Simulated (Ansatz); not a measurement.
N, first-principles data

N:
```
N
1.0
    4.20346     0.00000     0.00000
    0.00000     4.20346     0.00000
    0.00000     0.00000     5.39332
N
4
Cartesian
  3.81700   3.81700   0.00000
  0.38647   0.38647   0.00000
  2.48820   1.71527   2.69666
  1.71527   2.48820   2.69666
```

Space group P4_2/mnm (No. 136); conventional cell a = b = 4.203 Å, c = 5.393 Å, α = β = γ = 90.00°.

Method: r²SCAN in the plane-wave PAW code Ansatz. Structure relaxed to zero pressure with the same functional. Other levels are named where they apply.

### Cell and energy

- Volume per atom = 23.82 Å³
- Density = 0.98 g/cm³

### Electronic structure

* **Band gap**: 7.90 eV (indirect)
* **Valence-band maximum**: at A
* **Conduction-band minimum**: at Γ
* **Smallest direct gap on the standard path**: 8.03 eV

### Mechanics

Bulk modulus (Birch–Murnaghan fit): 1.3 GPa
Pressure derivative B′: 11.4
Elastic constants (relaxed ions, GPa): C11 = 1.7, C12 = 1.0, C13 = 0.8, C33 = 2.3, C44 = 1.0, C66 = 0.8
Mechanical stability: stable (all eigenvalues of C positive)
Hill bulk and shear moduli: 1.2 and 0.7 GPa
Young's modulus: 1.8 GPa
Poisson's ratio: 0.25
Debye temperature from the elastic constants: 99.9 K

The first step of the workflow began from a Materials Project structure, measured or hypothetical; the Crystallography Open Database copy checked does not list it. It is not the usual solid phase (space group No. 205). The r²SCAN relaxation kept the symmetry of its start; its stability against distortions is not shown here. The substance is a gas or liquid at ambient conditions. A crystal of weakly bound molecules computed without a dispersion correction: the cell and the soft elastic constants depend strongly on that.

Potentials: the later of the program's two PAW sets.
